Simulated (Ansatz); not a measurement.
# W: reading a single point

```xyz
1
Lattice="-1.6131 1.6131 1.6131 1.6131 -1.6131 1.6131 1.6131 1.6131 -1.6131" Properties=species:S:1:pos:R:3 pbc="T T T"
W     0.0000    0.0000    0.0000
```

Level: PBE, spin-orbit coupling; 420 eV; 15×15×15 Γ-centred mesh; fermi-dirac occupations (width 0.0155 eV); Ansatz 0.2.0, fixed geometry.

The state carries no moments; the state need not be the lowest.

(1) Is there a gap?

(2) Is the cell too large or too small?

Origin: a database entry at a rescaled volume. Caveats: atoms or cell far from equilibrium; the SCF threshold is loose for a stress.

Answers

(1) It is a metal, with about 0.34 states/eV a cell as the mean within 0.25 eV of the Fermi level, mostly W d (88 %).

(2) The pressure is -10.8 GPa (compression positive), so with the atoms held at these fractions the cell would first shrink.
